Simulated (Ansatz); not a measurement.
Independent-particle absorption of BP (F-43m, a = 4.537 Å, b = 4.537 Å, c = 4.537 Å, α = 90.00°, β = 90.00°, γ = 90.00°), no local fields or excitons, 0.1 eV broadening. Theory: Ansatz, DFT r2SCAN, scalar-relativistic, plane waves, PAW.

Plane waves to 500 eV, a k mesh through Γ of 10×10×10 on the computed 2-atom cell and Gaussian smearing (0.02 eV); no spin polarisation. The spectrum is summed on a 15×15×15 mesh.

```xyz
2
Lattice="0.0000 2.2683 2.2683 2.2683 0.0000 2.2683 2.2683 2.2683 0.0000" Properties=species:S:1:pos:R:3 pbc="T T T"
B     0.0000    0.0000    0.0000
P     1.1341    1.1341    1.1341
```

| photon energy (eV) | ε2,xx |
| --- | --- |
| 0.0 | 0.00 |
| 0.4 | 0.00 |
| 0.8 | 0.00 |
| 1.2 | 0.00 |
| 1.6 | 0.00 |
| 2.0 | 0.00 |
| 2.4 | 0.00 |
| 2.8 | 0.00 |
| 3.2 | 0.00 |
| 3.6 | 0.66 |
| 4.0 | 3.50 |
| 4.4 | 4.87 |
| 4.8 | 6.43 |
| 5.2 | 8.59 |
| 5.6 | 12.09 |
| 6.0 | 25.32 |
| 6.4 | 39.12 |
| 6.8 | 19.78 |
| 7.2 | 14.23 |
| 7.6 | 10.61 |
| 8.0 | 8.55 |
| 8.4 | 7.46 |
| 8.8 | 6.25 |
| 9.2 | 5.31 |
| 9.6 | 4.48 |
| 10.0 | 3.68 |
| 10.4 | 3.08 |
| 10.8 | 2.74 |
| 11.2 | 2.50 |
| 11.6 | 2.37 |
| 12.0 | 1.92 |
| 12.4 | 1.77 |
| 12.8 | 1.63 |
| 13.2 | 1.43 |
| 13.6 | 1.22 |
| 14.0 | 1.09 |

The strongest peak lies near 6.2 eV. ε∞ (xx, yy, zz) = 8.8, 8.8, 8.8.

Cost: 1 run of about 0.31 core-minutes, on AMD EPYC 7R43 (Zen 3) (shared hosts).